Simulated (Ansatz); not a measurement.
**How far is PAW off for SrTl?**

```yaml
crystal:
  lattice:
    - [4.03200, 0.00000, 0.00000]
    - [0.00000, 4.03200, 0.00000]
    - [0.00000, 0.00000, 4.03200]
  atoms:
    - { symbol: Sr, position: [0.00000, 0.00000, 0.00000] }
    - { symbol: Tl, position: [0.50000, 0.50000, 0.50000] }
```

Atom numbers follow the list: Sr1, Tl2.

The cell is COD entry 1540774, as deposited and not checked against the literature; nothing was relaxed. It is an old determination, and later ones may differ.

Spin–orbit coupling is left out, though it moves levels of the heavy atoms by tenths of an eV or more.

Levels of theory: DFT, LDA, PAW with Ansatz's default frozen-core files, scalar-relativistic (Ansatz 0.2.0); DFT, LDA, all-electron PAW with datasets made for the crystal, scalar-relativistic (Ansatz 0.2.0); DFT, LDA, all-electron LAPW, scalar-relativistic (Ansatz 0.2.0).

For PAW: a Γ-centred 8×8×8 k mesh, Fermi–Dirac smearing of 0.05 eV, cutoff 420 eV, no spin polarisation; the PAW files were made with PBE, and the program remakes their frozen cores for this functional. The crystal-made all-electron datasets (AE datasets) take a cutoff of 240 eV at this cell. LAPW targets a basis error of 0.5 meV/atom. The Ansatz runs share mesh, smearing and spin set-up. Plane-wave (PAW) pressures include the program's estimate of the Pulay term.

Stress and pressure are positive in compression.

Levels count from the Fermi level.

| quantity | PAW | AE datasets | LAPW |
| --- | --- | --- | --- |
| pressure (GPa) | -1.85 | -1.85 | -1.85 |
| highest filled level at X (eV) | -2.979 | -2.979 | -2.979 |
| lowest empty level at X (eV) | 1.595 | 1.594 | 1.594 |
| highest filled level at M (eV) | -0.793 | -0.793 | -0.793 |
| lowest empty level at M (eV) | 0.949 | 0.949 | 0.949 |
| highest filled level at R (eV) | -1.437 | -1.437 | -1.437 |
| lowest empty level at R (eV) | 4.397 | 4.397 | 4.397 |

PAW's pressure differs from the LAPW value by about 0.01 GPa or less. Datasets made for the crystal and LAPW share parts of one code, so their agreement isn't an independent check.
